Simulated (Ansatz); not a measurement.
SiRu:
```cif
data_Ru4Si4
_chemical_formula_sum 'Si4 Ru4'
_space_group_name_H-M_alt 'P213'
_space_group_IT_number 198
_space_group_name_Hall 'P 2ac 2ab 3'
_cell_length_a 4.68995
_cell_length_b 4.68995
_cell_length_c 4.68995
_cell_angle_alpha 90.000
_cell_angle_beta 90.000
_cell_angle_gamma 90.000
loop_
_atom_site_label
_atom_site_type_symbol
_atom_site_symmetry_multiplicity
_atom_site_Wyckoff_symbol
_atom_site_fract_x
_atom_site_fract_y
_atom_site_fract_z
_atom_site_occupancy
Si1 Si 4 a 0.83828 0.83828 0.83828 1
Ru1 Ru 4 a 0.13110 0.13110 0.13110 1
```

Relaxed with PBEsol. 

HSE06 on this cell (Ansatz, an electronic-structure program, PAW) gives a gap of 0.75 eV. What does PBEsol give?

0.22 eV.

Cost on shared cores: the PBEsol run (SCF on a 6×6×6 mesh, then bands and DOS) about 70 core-seconds (a rough figure), the HSE06 run (SCF on 4×4×4, then a few points) around 110 core-seconds (rough); the tasks are unlike.

Space group P2_13. The PBEsol relaxation kept the symmetry of its start. The run is not spin-polarised. Spin–orbit coupling is left out wherever it is not named.

Potentials: the earlier of the program's two PAW sets. The files were generated under PBE; for other functionals the program regenerates the frozen cores, and for LDA and PBEsol the local potential too.

Ansatz is a plane-wave DFT program.
